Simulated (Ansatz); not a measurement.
CdTe (rock salt, Fm-3m) at seven volumes, plane-wave PAW r²SCAN (Ansatz code), scaled uniformly. One row is withheld.

| V (Å³/atom) | P (GPa) |
|---|---|
| 25.625 | 6.29 |
| 26.470 | 3.82 |
| 27.315 | 1.75 |
| 28.159 | 0.00 |
| 29.004 | -1.47 |
| 29.849 | ? |
| 30.694 | -3.73 |

Fit the shown pressures and predict the withheld one.

P = (3/2)B₀(x^(7/2) − x^(5/2))[1 + (3/4)(B′ − 4)(x − 1)] with x = (V₀/V)^(2/3). Least squares on the six rows gives V₀ = 28.160 Å³/atom, B₀ = 53.2 GPa, B′ = 4.78. At V = 29.849, x = 0.9619 and P = -2.70 GPa. The run itself gave -2.70 GPa.

This is a known high-pressure phase of the composition, computed here at zero pressure and temperature. Symmetry was held in the r²SCAN relaxation; of distortions, only those at the zone centre were tested. Scalar-relativistic: spin–orbit coupling is off unless named, which matters more the heavier the elements.

Potentials: the earlier of the program's two PAW sets.
